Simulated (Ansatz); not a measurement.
Relaxed In$_{2}$Si$_{2}$O$_{7}$ (space group C2/m):

```yaml
crystal:
  lattice:
    - [3.28273, -4.27851, 0.00000]
    - [3.28273, 4.27851, 0.00000]
    - [-1.01619, 0.00000, 4.57490]
  atoms:
    - { symbol: In, position: [0.30705, 0.69295, 0.00000] }
    - { symbol: In, position: [0.69295, 0.30705, 0.00000] }
    - { symbol: Si, position: [0.22283, 0.22283, 0.41060] }
    - { symbol: Si, position: [0.77717, 0.77717, 0.58940] }
    - { symbol: O, position: [0.92086, 0.60611, 0.78081] }
    - { symbol: O, position: [0.07914, 0.39389, 0.21919] }
    - { symbol: O, position: [0.39389, 0.07914, 0.21919] }
    - { symbol: O, position: [0.60611, 0.92086, 0.78081] }
    - { symbol: O, position: [0.00000, 0.00000, 0.50000] }
    - { symbol: O, position: [0.60697, 0.60697, 0.28170] }
    - { symbol: O, position: [0.39303, 0.39303, 0.71830] }
```

The atoms are displaced by Q × the pattern below (from a DFPT mode at Γ, largest move 1; Q in Å), at fixed cell.

```tsv
atom	x	y	z
In1	-0.407	0.000	0.254
In2	-0.407	0.000	0.254
Si3	0.716	0.000	-0.251
Si4	0.716	0.000	-0.251
O5	0.383	0.016	-0.357
O6	0.383	0.016	-0.357
O7	0.383	-0.016	-0.357
O8	0.383	-0.016	-0.357
O9	0.583	0.000	-0.812
O10	0.603	0.000	-0.264
O11	0.603	0.000	-0.264
```

All values below come from LDA (plane waves to 420 eV, PAW, scalar-relativistic; Ansatz, an electronic-structure program). k mesh 5×5×6 (Γ-centred), Fermi-Dirac smearing 0.05 eV. Energies are smeared free energies. In2Si2O7 was relaxed with its symmetry unable to fall. ΔE is measured from the undisplaced structure.

| Q (Å) | ΔE (meV/cell) |
|---|---|
| -0.1000 | 111.1 |
| -0.0833 | 76.6 |
| -0.0667 | 48.8 |
| -0.0500 | 27.3 |
| -0.0333 | withheld |
| -0.0167 | 3.0 |
| 0.0000 | 0.0 |
| 0.0167 | 3.0 |
| 0.0333 | withheld |
| 0.0500 | 27.3 |
| 0.0667 | 48.8 |
| 0.0833 | 76.6 |
| 0.1000 | 111.1 |

Task: Fit an even polynomial form (powers 2, 4) to the given rows and predict ΔE at Q = -0.0333.

Result: Least squares on the 11 given rows: ΔE = (10860)·Q² + (24950)·Q⁴, in meV/cell with Q in Å; root-mean-square residual 0.02 meV/cell. At -0.0333 the fit gives 12.1 meV/cell; the calculation gives 12.1 meV/cell, the same to the digits shown. The quadratic term alone would give 12.0 meV/cell.

(A displaced cell: forces are minus the slopes of the energy, force constants its curvatures, and phonons follow from these.)
